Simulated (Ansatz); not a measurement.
A geometry of Mo away from equilibrium: step 3 of the relaxation of a generated cell, Mo built in the hcp structure type. Method: PBEsol (plane waves to 420 eV, PAW, scalar-relativistic; Ansatz, a program for electronic structure). Γ-centred k-mesh 13×13×7 on the run's cell (coarser than for final values), Fermi–Dirac smearing 0.05 eV.

```xyz
2
Lattice="2.7750 0.0000 0.0000 -1.3875 2.4032 0.0000 0.0000 0.0000 4.6084" Properties=species:S:1:pos:R:3:forces:R:3 pbc="T T T" free_energy=-9794.071 pressure_GPa=2.7
Mo     0.0000     1.6021     1.1521    0.0000    0.0000    0.0000
Mo     1.3875     0.8011     3.4563    0.0000    0.0000    0.0000
```

Positions in Å, forces in eV/Å, free energy of the cell in eV (comparable only within this code, potentials and settings). Largest force: all forces are below 0.005 eV/Å; the geometry lies 0.02 eV/atom above the end of its relaxation.

No spin polarisation in the result.

The run could not lose the symmetry of its start: the end is stationary, and may be a saddle point rather than a minimum.

All atoms sit on sites fixed by symmetry, so only the cell could relax.

The end of the path is a generated cell of Mo: the first start was made by placing the elements on the sites of a structure type, and the end was not matched to a known phase here, so it may be hypothetical. Known forms of Mo include space group No. 229.
